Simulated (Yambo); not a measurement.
SnO$_{2}$ (rutile, space group P4_2/mnm, No. 136), G0W0@PBE in Yambo with this input:

```
rim_cut
gw0
dyson
el_el_corr
HF_and_locXC
ppa
em1d
RandQpts= 1000000
RandGvec= 1 Ry
EXXRLvcs= 102 Ry
VXCRLvcs= 408 Ry
Chimod= "HARTREE"
% BndsRnXp
 9 | 227 |
%
NGsBlkXp= 12 Ry
% LongDrXp
 1.0 | 1.0 | 1.0 |
%
PPAPntXp= 27.2114 eV
% GbndRnge
 1 | 227 |
%
GTermKind= "BG"
DysSolver= "n"
ExtendOut
```

On a 2×2×4 mesh, with wavefunctions cut at 102 Ry, the gap (Γ → Γ) is 2.399 eV and the valence edge shifts by -0.714 eV.

**Question.** What happens with this change: 7 Ry block?

**Answer.** The gap falls by 0.113 eV, to 2.286 eV; the shift of the valence edge becomes -0.618 eV. Neither run is shown to be the converged limit.

Spin-orbit coupling is not included.

Geometry relaxed with PBEsol; primitive cell a = b = 4.7665 Å, c = 3.2121 Å, α = β = γ = 90.00°.

A shift is the quasiparticle energy of the state minus its PBE energy.

The potentials are those of PseudoDojo's stringent table.
